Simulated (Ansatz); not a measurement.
# Does relaxation matter for the field gradients of WS2 with fluorine replacing S?

Start: a supercell of WS2 (space group P6_3/mmc) built from an entry of the Crystallography Open Database (COD) (the entry's cell lengths or inner coordinates differ somewhat from later room-temperature determinations), with all atoms left at the host's positions.

```
CELL_PARAMETERS angstrom
9.54000 0.00000 0.00000
-4.77000 8.26188 0.00000
0.00000 0.00000 12.50000
ATOMIC_POSITIONS crystal
W 0.11111 0.22222 0.25000
W 0.11111 0.55556 0.25000
W 0.11111 0.88889 0.25000
W 0.44444 0.22222 0.25000
W 0.44444 0.55556 0.25000
W 0.44444 0.88889 0.25000
W 0.77778 0.22222 0.25000
W 0.77778 0.55556 0.25000
W 0.77778 0.88889 0.25000
W 0.22222 0.11111 0.75000
W 0.22222 0.44444 0.75000
W 0.22222 0.77778 0.75000
W 0.55556 0.11111 0.75000
W 0.55556 0.44444 0.75000
W 0.55556 0.77778 0.75000
W 0.88889 0.11111 0.75000
W 0.88889 0.44444 0.75000
W 0.88889 0.77778 0.75000
F 0.11111 0.22222 0.62500
S 0.11111 0.55556 0.62500
S 0.11111 0.88889 0.62500
S 0.44444 0.22222 0.62500
S 0.44444 0.55556 0.62500
S 0.44444 0.88889 0.62500
S 0.77778 0.22222 0.62500
S 0.77778 0.55556 0.62500
S 0.77778 0.88889 0.62500
S 0.22222 0.11111 0.12500
S 0.22222 0.44444 0.12500
S 0.22222 0.77778 0.12500
S 0.55556 0.11111 0.12500
S 0.55556 0.44444 0.12500
S 0.55556 0.77778 0.12500
S 0.88889 0.11111 0.12500
S 0.88889 0.44444 0.12500
S 0.88889 0.77778 0.12500
S 0.11111 0.22222 0.87500
S 0.11111 0.55556 0.87500
S 0.11111 0.88889 0.87500
S 0.44444 0.22222 0.87500
S 0.44444 0.55556 0.87500
S 0.44444 0.88889 0.87500
S 0.77778 0.22222 0.87500
S 0.77778 0.55556 0.87500
S 0.77778 0.88889 0.87500
S 0.22222 0.11111 0.37500
S 0.22222 0.44444 0.37500
S 0.22222 0.77778 0.37500
S 0.55556 0.11111 0.37500
S 0.55556 0.44444 0.37500
S 0.55556 0.77778 0.37500
S 0.88889 0.11111 0.37500
S 0.88889 0.44444 0.37500
S 0.88889 0.77778 0.37500
```

Atom numbers follow the list; atoms alike are taken as one site, whose name carries the number of the first.

Level of theory: DFT, PBE, plane waves and PAW, scalar-relativistic, 420 eV cutoff, Γ-centred 3×3×2 k-points, Fermi–Dirac smearing 0.01 eV, cell charge +1 (Ansatz 0.2.0).

The largest force at the start is 2.1 eV/Å. Relaxing the ions at fixed cell moves them by 0.302 Å at most (atom 19, F) and 0.045 Å rms.

| site | atom | moved (Å) | first shell before | first shell after | V_zz before (10²¹ V/m²) | η before |
| --- | --- | --- | --- | --- | --- | --- |
| W1 | 1 | 0.005 | 6 S at 2.41 Å | 6 S at 2.41 Å | -17.76 | 0.00 |
| W2 | 2 | 0.002 | 6 S at 2.41 Å | 6 S at 2.41–2.42 Å | -17.66 | 0.00 |
| W6 | 6 | 0.000 | 6 S at 2.41 Å | 6 S at 2.41 Å | -17.60 | 0.00 |
| W8 | 8 | 0.002 | 6 S at 2.41 Å | 6 S at 2.41–2.42 Å | -17.54 | 0.00 |
| W10 | 10 | 0.013 | 5 S at 2.41 Å, 1 F at 2.41 Å | 1 F at 2.24 Å, 5 S at 2.39–2.41 Å | 32.2 | 0.75 |
| W12 | 12 | 0.032 | 6 S at 2.41 Å | 6 S at 2.42 Å | -17.83 | 0.17 |
| W14 | 14 | 0.022 | 6 S at 2.41 Å | 6 S at 2.41–2.43 Å | -19.20 | 0.04 |
| F | 19 | 0.302 | 3 W at 2.41 Å | 3 W at 2.24 Å | 1.87 | 0.00 |
| S37 | 37 | 0.002 | 3 W at 2.41 Å | 3 W at 2.40 Å | -2.83 | 0.00 |
| S38 | 38 | 0.025 | 3 W at 2.41 Å | 3 W at 2.39–2.42 Å | -5.51 | 0.47 |

(1) How do the gradients change?

Answers

(1) 

| site | atom | V_zz after | η after | change of V_zz |
| --- | --- | --- | --- | --- |
| W1 | 1 | -17.47 | 0.00 | +0.29 |
| W2 | 2 | -17.34 | 0.00 | +0.32 |
| W6 | 6 | -17.37 | 0.00 | +0.23 |
| W8 | 8 | -17.24 | 0.00 | +0.30 |
| W10 | 10 | 28.0 | 0.81 | -4.18 |
| W12 | 12 | -17.00 | 0.21 | +0.83 |
| W14 | 14 | -18.35 | 0.03 | +0.85 |
| F | 19 | -3.77 | 0.00 | -5.64 |
| S37 | 37 | -4.81 | 0.00 | -1.98 |
| S38 | 38 | -5.24 | 0.39 | +0.27 |

The largest change of V_zz is on F, from 1.87 to -3.77. In per cent, |V_zz| changes by -13 to -1 on W, -5 to +70 on S (all sites that start above 0.5, bar those whose gradient vanishes or changes sign or whose main axis turns by over 40°). V_zz changes sign on F (same axis). The table leaves out 11 of the 21 sites, with |V_zz| up to 5.21; their tensors move by 0.26 at most along any direction. The statements above cover all sites. The host's own positions weren't relaxed first, so part of the change far from the defect can be the host's relaxation.

The defect repeats with the cell of 54 atoms, so it feels its images: sites between two images don't show the values beside a lone defect, and zeros or small values of η there can come from the images' arrangement. S and W carry a gradient in the pure host already, so the values there aren't the defect's effect alone. A uniform background compensates the cell's charge. Without spin–orbit coupling the gradients at and beside W can be off by some per cent, at some sites by more.
Before: The neighbours have not yet relaxed around the defect (largest force 2.1 eV/Å), so a real crystal will differ.
After: The relaxation keeps the site symmetry 3m of the start, so the impurity can move only along its axis; a start off the site could end lower.
